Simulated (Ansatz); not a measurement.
AlInAs$_{2}$:
```yaml
crystal:
  lattice:
    - [4.15931, 0.00000, 0.00000]
    - [0.00000, 4.15931, 0.00000]
    - [0.00000, 0.00000, 17.70721]
  atoms:
    - { symbol: In, position: [0.00000, 0.00000, 0.82102] }
    - { symbol: As, position: [0.50000, 0.00000, 0.91047] }
    - { symbol: In, position: [0.50000, 0.50000, 0.00000] }
    - { symbol: As, position: [0.00000, 0.50000, 0.08953] }
    - { symbol: In, position: [0.00000, 0.00000, 0.17898] }
    - { symbol: As, position: [0.50000, 0.00000, 0.26940] }
    - { symbol: Al, position: [0.50000, 0.50000, 0.34538] }
    - { symbol: As, position: [0.00000, 0.50000, 0.42271] }
    - { symbol: Al, position: [0.00000, 0.00000, 0.50000] }
    - { symbol: As, position: [0.50000, 0.00000, 0.57729] }
    - { symbol: Al, position: [0.50000, 0.50000, 0.65462] }
    - { symbol: As, position: [0.00000, 0.50000, 0.73060] }
```

Relaxed with r²SCAN. Independent-particle spectrum: no excitons, no local fields, no scissors shift; 0.1 eV broadening; ε₁ of the summed bands alone.

Question: Tabulate the dielectric function from r²SCAN in the plane-wave PAW code Ansatz.

Answer: 

```
E (eV)  ε₁ xx  ε₂ xx  ε₁ zz  ε₂ zz
------  -----  -----  -----  -----
0.0     10.09   0.00  10.09   0.00
0.3     10.17   0.00  10.16   0.00
0.6     10.43   0.00  10.36   0.00
0.9     11.05   0.01  10.76   0.00
1.2     11.80   0.92  11.64   0.17
1.5     12.08   1.61  12.09   1.07
1.8     12.82   2.32  12.62   1.37
2.1     13.24   4.26  13.68   1.92
2.4     12.38   4.56  15.24   2.96
2.7     13.22   6.04  18.47   8.05
3.0     12.34   8.18  12.78  11.45
3.3     10.56   8.13  10.93  10.10
3.6     11.21   7.28  11.50  10.01
3.9     14.41   8.82  14.02  11.05
4.2     17.38  18.25  16.35  24.15
4.5      5.13  25.69  -3.58  22.41
4.8     -3.51  18.03  -4.80  14.68
5.1     -3.83  12.96  -3.94  11.60
5.4     -2.79  10.94  -3.17   9.86
5.7     -3.16  11.14  -3.27   9.44
6.0     -5.22   9.49  -3.50   8.83
6.3     -5.33   7.32  -5.18   7.87
6.6     -4.93   5.84  -5.04   5.79
6.9     -4.52   4.83  -4.52   4.77
7.2     -3.98   4.05  -4.02   3.98
7.5     -3.56   3.60  -3.61   3.48
7.8     -3.32   3.18  -3.40   3.01
8.1     -3.15   2.78  -3.05   2.59
8.4     -2.83   2.31  -2.74   2.26
8.7     -2.60   2.13  -2.43   2.00
9.0     -2.33   1.79  -2.25   1.85
9.3     -2.09   1.68  -2.10   1.62
9.6     -1.97   1.55  -1.86   1.50
9.9     -1.88   1.33  -1.81   1.45
10.2    -1.68   1.16  -1.69   1.21
10.5    -1.58   1.04  -1.60   1.06
10.8    -1.44   0.89  -1.45   0.86
11.1    -1.27   0.72  -1.26   0.73
11.4    -1.11   0.65  -1.09   0.65
11.7    -0.97   0.58  -0.98   0.60
12.0    -0.85   0.52  -0.86   0.52
```

Question: From ε at 2.0 eV (xx: 13.15 + 3.40i), find n, k, the normal reflectivity and the absorption coefficient.

Answer: n = 3.66, k = 0.465, R = 33 %, α = 2kE/ħc = 94000 cm⁻¹.

With all bands, ε∞ without local fields is 10.2 (xx = yy), 10.2 (zz).

Space group P-4m2. The start of the workflow was typed in or built on a structure type; neither database checked (COD, Materials Project) lists it. Its standing as an ambient phase is unchecked. The cell was relaxed with r²SCAN under the symmetry of its start; whether a distortion lowers the energy is not shown. Spin–orbit coupling is left out wherever it is not named.

Potentials: the earlier of the program's two PAW sets. The files were generated under PBE; for other functionals the program regenerates the frozen cores, and for LDA and PBEsol the local potential too.
